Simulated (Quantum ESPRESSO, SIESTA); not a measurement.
Given: the input of a run of Quantum ESPRESSO 7.5 on Ga3Se. The cell comes from a database or a generator and needn't be the stable form of this composition.

File pw.in:

```
&CONTROL
  calculation = 'scf'
  prefix = 'pwscf'
  outdir = './tmp'
  pseudo_dir = './pseudo'
  tprnfor = .true.
  tstress = .true.
  disk_io = 'low'
/
&SYSTEM
  ibrav = 0
  nat = 4
  ntyp = 2
  ecutwfc = 70
  ecutrho = 560
  nbnd = 31
  occupations = 'smearing'
  smearing = 'fd'
  degauss = 0.00367493
/
&ELECTRONS
  conv_thr = 8d-10
  electron_maxstep = 120
  mixing_beta = 0.5
/
ATOMIC_SPECIES
Se    78.9710 Se_pbe_v1.uspp.F.UPF
Ga    69.7230 Ga.pbe-dn-kjpaw_psl.1.0.0.UPF
CELL_PARAMETERS angstrom
   4.4324650000    0.0000000000    0.0000000000
   0.0000000000    4.4324650000    0.0000000000
   0.0000000000    0.0000000000    4.4324650000
ATOMIC_POSITIONS crystal
Se     0.0000000000    0.0000000000    0.0000000000
Ga     0.5000000000    0.5000000000    0.0000000000
Ga     0.5000000000    0.0000000000    0.5000000000
Ga     0.0000000000    0.5000000000    0.5000000000
K_POINTS automatic
6 6 6 0 0 0
```

pp_density.in

```
&INPUTPP
  prefix = 'pwscf'
  outdir = './tmp'
  filplot = 'density.dat'
  plot_num = 0
/
&PLOT
  nfile = 1
  filepp(1) = 'density.dat'
  iflag = 3
  output_format = 6
  fileout = 'density.cube'
/
```

pp_potential.in

```
&INPUTPP
  prefix = 'pwscf'
  outdir = './tmp'
  filplot = 'potential.dat'
  plot_num = 11
/
&PLOT
  nfile = 1
  filepp(1) = 'potential.dat'
  iflag = 3
  output_format = 6
  fileout = 'potential.cube'
/
```

Potentials or basis: SSSP 1.3 efficiency PBE.

Run with:

```sh
$ OMP_NUM_THREADS=1 pw.x -in pw.in > pw.out
$ OMP_NUM_THREADS=1 pp.x -in pp_density.in > pp_density.out
$ OMP_NUM_THREADS=1 pp.x -in pp_potential.in > pp_potential.out
```

**Question.** Set up the same calculation for SIESTA 5.4.2. Potentials or basis there: files PseudoDojo sr-pbe-0.4.1-standard, DZP (energy shift 0.003 Ry; two zetas on semicore shells).

**Answer.** As run (cutoffs and basis follow the program's own potentials, and thresholds, step limits or extra output files can differ):

The input Ga3Se.fdf:

```
SystemName                      Ga3Se
SystemLabel                     Ga3Se
NumberOfSpecies                 2
NumberOfAtoms                   4
%block ChemicalSpeciesLabel
  1  34 Se
  2  31 Ga
%endblock ChemicalSpeciesLabel

LatticeConstant                 1.0 Ang
%block LatticeVectors
     4.4324650000     0.0000000000     0.0000000000
     0.0000000000     4.4324650000     0.0000000000
     0.0000000000     0.0000000000     4.4324650000
%endblock LatticeVectors
AtomicCoordinatesFormat         Fractional
%block AtomicCoordinatesAndAtomicSpecies
     0.0000000000     0.0000000000     0.0000000000  1  Se
     0.5000000000     0.5000000000     0.0000000000  2  Ga
     0.5000000000     0.0000000000     0.5000000000  2  Ga
     0.0000000000     0.5000000000     0.5000000000  2  Ga
%endblock AtomicCoordinatesAndAtomicSpecies

%block kgrid.MonkhorstPack
    6   0   0  0.0
    0   6   0  0.0
    0   0   6  0.0
%endblock kgrid.MonkhorstPack
XC.Functional                   GGA
XC.Authors                      PBE
PAO.BasisSize                   DZP
PAO.EnergyShift                 0.003 Ry
Mesh.Cutoff                     800 Ry
OccupationFunction              FD
ElectronicTemperature           0.05 eV
MaxSCFIterations                120
SCF.MustConverge                false
SCF.Mixer.Method                Pulay
SCF.Mixer.Weight                0.25
SCF.Mixer.History               8
SCF.DM.Tolerance                5.0e-05
SCF.H.Tolerance                 1.0e-03 eV
WriteForces                     true
Charge.Mulliken                 end
Charge.Hirshfeld                end
Charge.Voronoi                  end
SaveRho                         true
SaveElectrostaticPotential      true
%block PAO.Basis
  Se 4
  n=4 0 2
    5.139 0.000
  n=4 1 2
    6.735 0.000
  n=3 2 2
    2.657 0.000
  n=4 2 1
    6.735
  Ga 4
  n=4 0 2
    6.575 0.000
  n=4 1 2
    9.448 0.000
  n=3 2 2
    3.582 0.000
  n=4 2 1
    9.448
%endblock PAO.Basis
```

Potentials or basis: PseudoDojo 0.4 standard (PBE files), converted to PSML, two zetas on semicore shells, DZP (energy shift 0.003 Ry; two zetas on semicore shells).

Command:

```console
$ siesta < Ga3Se.fdf > Ga3Se.out 2>&1
```

Both were run:

|  | Quantum ESPRESSO | SIESTA |
| --- | --- | --- |
| Pressure | -0.7 GPa | 0.5 GPa |

The potentials hold 45 and 55 valence electrons a cell.

Pressure is positive in compression.
